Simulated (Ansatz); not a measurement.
Consider the following.

Interlayer sliding in a free bilayer taken from bulk MoTe₂ (2H-MoS2 type, space group P6_3/mmc): the upper half of the atoms below is shifted in the plane.

```yaml
crystal:
  lattice:
    - [3.54193, 0.00000, 0.00000]
    - [1.77097, 3.06740, 0.00000]
    - [0.00000, 0.00000, 25.67983]
  atoms:
    - { symbol: Te, position: [0.66667, 0.66667, 0.29194] }
    - { symbol: Mo, position: [0.33333, 0.33333, 0.36174] }
    - { symbol: Te, position: [0.66667, 0.66667, 0.43165] }
    - { symbol: Te, position: [0.33333, 0.33333, 0.56835] }
    - { symbol: Mo, position: [0.66667, 0.66667, 0.63826] }
    - { symbol: Te, position: [0.33333, 0.33333, 0.70806] }
```

In-plane vectors a = (3.542, 0.000) Å, b = (1.771, 3.067) Å, area 10.86 Å². The shift is s times the vector a (length 3.542 Å), so s = 1 restores the start. Atoms relax along the normal only. γ = [E(shift) − E(0)] / area.

Calculation: r2SCAN+rVV10 (plane waves to 500 eV, PAW, scalar-relativistic; Ansatz, a program for electronic structure). k mesh 11×11×1 (Γ-centred), Fermi-Dirac smearing 0.05 eV. E is the zero-smearing estimate. MoTe2 is run without spin polarisation. MoTe2 was relaxed with its symmetry unable to fall. Spin-orbit coupling is left out, though Te is heavy. The PAW data are Ansatz's earlier set. The zero of γ is zero shift.

The scan covers s from 0.000 to 0.917 in 12 points.

At which s is γ highest?

s = 0.500.

Does γ have a local minimum between the ends of the line, and at which s?

No computed point is one.

What is the highest γ among twelve even steps of s?

104 mJ/m².

Which atoms are eclipsed at s = 0.500?

No atom directly above another.

(The slope of γ gives the shear force per area between the displaced halves; near zero shift its curvature is an elastic stiffness.)
